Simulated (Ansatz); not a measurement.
## What DFT gives for Cs2NaYBr6

```
Na Br Y Cs
1.0
     0.00000    5.74391    5.74391
     5.74391    0.00000    5.74391
     5.74391    5.74391    0.00000
Na Br Y Cs
1 6 1 2
Direct
  0.50000 0.50000 0.50000
  0.75540 0.24460 0.24460
  0.24460 0.75540 0.24460
  0.24460 0.75540 0.75540
  0.75540 0.24460 0.75540
  0.24460 0.24460 0.75540
  0.75540 0.75540 0.24460
  0.00000 0.00000 0.00000
  0.25000 0.25000 0.25000
  0.75000 0.75000 0.75000
```

Single point in Ansatz 0.2.0 with r2SCAN, no spin polarisation. Cutoff 500 eV, PAW datasets, 4×4×4 Γ-centred k mesh, fermi-dirac filling (width 0.1 eV).

Problem. Which atom feels the largest force, and which way?

Solution. The largest is on Br2 (and as large on other atoms): 0.11 eV/Å, components (-0.11, 0.00, 0.00). It makes 0° with the line to a nearest neighbour, Y8 at 2.81 Å, pointing towards it.

Problem. Metal or insulator? Give the gap.

Solution. The gap is 4.70 eV, direct at the points sampled.

Problem. Describe some of the short contacts.

Solution. Br–Y at 2.81 Å: least valence density 0.27 e/Å³ and ELF 0.21 there. Na–Br at 2.93 Å: least valence density 0.07 e/Å³ and ELF 0.02 there, a closed-shell (ionic or weak) contact. Cs–Br at 4.06 Å: least valence density 0.03 e/Å³ and ELF 0.02 there, so no covalent bond. Both are smooth PAW fields, read partly inside the augmentation spheres.

Problem. How is the charge shared?

Solution. Bader charges in e: Cs +0.89, Na +0.88, Y +2.11, Br -0.79. In the mean Y gives up most and Br takes most.

Problem. Which orbitals make up the band edges?

Solution. Within 0.7 eV of the edges, the states project mainly on Br p (99 %) below the gap and on Y d (82 %) above it.

Origin: a database entry at a rescaled volume.
